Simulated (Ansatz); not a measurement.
An Ansatz (an electronic-structure program) input:

Ansatz 0.2 input:
```yaml
crystal:
  lattice:
    - [0.0, 3.2793426502, 3.2793426502]
    - [3.2793426502, 0.0, 3.2793426502]
    - [3.2793426502, 3.2793426502, 0.0]
  atoms:
    - { symbol: Cd, position: [0.0, 0.0, 0.0] }
    - { symbol: Te, position: [0.75, 0.75, 0.75] }
kpoints:
  mp_grid: { grid: [6, 6, 6] }
hamiltonian:
  xc: r2scan
  pseudopotentials: { azcp: { folder: ./paw }, kind: paw }
scf:
  occupations: { method: fixed }
output:
  optics: { e_range: [0.0, 15.0], de: 0.05, sigma: 0.1, bands: { spectra_wanted_up_to: 12 eV } }
```

Question: How many symmetry operations and irreducible k-points will the run report?

Answer: 24 operations, 16 of 216 k-points.

Question: With a cutoff of 500 eV, how many plane waves at Γ?

Answer: 1807.

It took around 30 core-seconds (rough) on shared server cores.

Space group F-43m (zinc blende). The r²SCAN relaxation kept the symmetry of its start; of distortions, only those at the zone centre were tested. Scalar-relativistic: spin–orbit coupling is off unless named, which matters more the heavier the elements.

Potentials: the earlier of the program's two PAW sets.

Ansatz is a plane-wave DFT program.
